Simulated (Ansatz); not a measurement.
**Data sheet: GaBi (DFT)**

GaBi:
```cif
data_Bi4Ga4
_chemical_formula_sum 'Ga4 Bi4'
_space_group_name_H-M_alt 'F-43m'
_space_group_IT_number 216
_space_group_name_Hall 'F -4 2 3'
_cell_length_a 6.33280
_cell_length_b 6.33280
_cell_length_c 6.33280
_cell_angle_alpha 90.000
_cell_angle_beta 90.000
_cell_angle_gamma 90.000
loop_
_atom_site_label
_atom_site_type_symbol
_atom_site_symmetry_multiplicity
_atom_site_Wyckoff_symbol
_atom_site_fract_x
_atom_site_fract_y
_atom_site_fract_z
_atom_site_occupancy
Ga1 Ga 4 c 0.25000 0.25000 0.25000 1
Bi1 Bi 4 a 0.00000 0.00000 0.00000 1
```
(The calculation used a cell of 2 atoms; values per cell refer to that cell.)

Space group F-43m (No. 216), zinc blende; conventional cell a = b = c = 6.3328 Å, α = β = γ = 90.00°.

Method: PBEsol in the plane-wave PAW code Ansatz. Geometry: relaxed at this level of theory. Other levels are named where they apply.

Cell and energy:

```yaml
volume_per_atom: 31.75 Å³
density: 7.29 g/cm³
Formation energy from the elements (no fitted shifts): 0.052 eV/atom
```

Electronic structure:

```yaml
electronic_character: metallic (no gap)
Density of states at the Fermi level: 0.07 states/eV per atom (mean over ±0.08 eV)
Gap with spin–orbit coupling: none (metallic)
```

Mechanics:

```yaml
Bulk modulus (Birch–Murnaghan fit): 41.8 GPa
Pressure derivative B′: 4.7
Elastic constants (relaxed ions, GPa): C11 = 60.3, C12 = 32.3, C44 = 25.4
mechanical_stability: stable (all eigenvalues of C positive)
hill_bulk_and_shear_moduli: 41.7 and 20.0 GPa
Young's modulus: 51.8 GPa
Poisson's ratio: 0.29
debye_temperature_from_the_elastic_constants: 174 K
```

Charges:

```yaml
bader_charges: Ga +0.21, Bi -0.21 e
```

The first step of the workflow began from a Materials Project structure, measured or hypothetical; the Crystallography Open Database copy checked does not list it. With Ga and Bi taken as one species the cell has the higher symmetry Fd-3m, so it may be an ordered model of a mixed-site phase. Whether it is the stable phase at ambient conditions was not checked. The cell was relaxed with PBEsol under the symmetry of its start; whether a distortion lowers the energy is not shown. As this level gives no gap, shear constants depend on the k-mesh and smearing (Fermi–Dirac, 0.1 eV here). The references are the lowest solids computed at this level, not always the standard phases. Spin–orbit coupling is left out wherever it is not named.

Potentials: the later of the program's two PAW sets.
